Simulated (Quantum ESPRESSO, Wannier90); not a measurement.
**Wannierisation of SiC (zinc blende)**

```xyz
2
Lattice="0.0000 2.1770 2.1770 2.1770 0.0000 2.1770 2.1770 2.1770 0.0000" Properties=species:S:1:pos:R:3 pbc="T T T"
Si    -1.0885    -1.0885    -1.0885
C      0.0000     0.0000     0.0000
```

Structure: Materials Project mp-8062, symmetrised, not relaxed again. COD (Crystallography Open Database) has the formula in 5 space groups, this one among them (matched by group alone). Level: PBEsol, no spin polarisation, no spin-orbit coupling; pw.x of Quantum ESPRESSO at 66 Ry with PseudoDojo potentials, 12×12×12 k-points, Wannier90. Density: 12×12×12 mesh, cold smearing 0.01 Ry.

A tight-binding model is made by disentanglement and projection with no localisation steps (num_iter = 0), so the 8 orbitals stay atom-like: hydrogen-like Si: s;p; C: s;p, axes along x, y, z; frozen window up to 2.73 eV relative to the valence-band maximum. It follows pw.x to 3.7 meV rms for states up to 2.2 eV relative to the valence-band maximum. Matrix elements depend on this choice of orbitals and windows.

Question: What are the on-site energies relative to the valence-band maximum, and how fast do the hoppings decay?

Answer: 
```json
[
 {"atom": "Si1", "orbitals": "s", "energy (eV)": "1.48"},
 {"atom": "Si1", "orbitals": "pz px py", "energy (eV)": "5.02"},
 {"atom": "C2", "orbitals": "s", "energy (eV)": "-5.62"},
 {"atom": "C2", "orbitals": "pz px py", "energy (eV)": "0.69"}
]
```

| distance of the centres (Å) | largest modulus (eV) |
|---|---|
| 1–2 | 2.6 |
| 3–4 | 0.75 |
| 4–5 | 0.15 |
| 5–6 | 0.049 |
| 6–7 | 0.046 |
| 7–8 | 0.0098 |
| 8–9 | 0.0050 |
| 9–10 | 0.0045 |
| 10–11 | 0.0041 |
| 11–12 | 0.0033 |
| 12–13 | 0.0025 |
